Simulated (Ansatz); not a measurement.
**Sn: energy along a strain**

Sn, Fd-3m, a = 6.491 Å (as given, not relaxed at this level: 1.6 GPa). Ansatz: r2SCAN, PAW, 500 eV, Γ-centred 12×12×12 mesh on 2 atoms, Gaussian smearing 0.15 eV; no spin polarisation. Cell vectors (Å): 0.000 3.246 3.246; 3.246 0.000 3.246; 3.246 3.246 0.000. The cell is strained by x per cent times the pattern (1 -1 0 0 0 0) in the order xx yy zz yz xz xy (engineering shears), with fractional coordinates held. y is the free energy over the start, V0 = 34.189 Å³/atom. Symmetry makes y even in x.

```tsv
x (%)	y (meV/atom)
-2.00	?
-1.00	0.80
0.00	0.00
0.25	0.05
0.50	0.20
0.75	0.45
1.25	1.25
1.50	1.80
1.75	2.45
```

Fit y = c2 x² + c4 x⁴ to the other rows, get the stiffness along the pattern, and predict the missing energy.

Least squares on the rows shown. y = 0.8000 x² + 0 x⁴. The clamped-ion stiffness p·C·p = 2 × 8.000 eV × 160.2 / 34.189 Å³ = 75 GPa (second derivative at the start, which stands under stress). At x = -2.00 the fit asked for gives 3.20 meV/atom. The run gave 3.20 meV/atom, the same to the digits shown.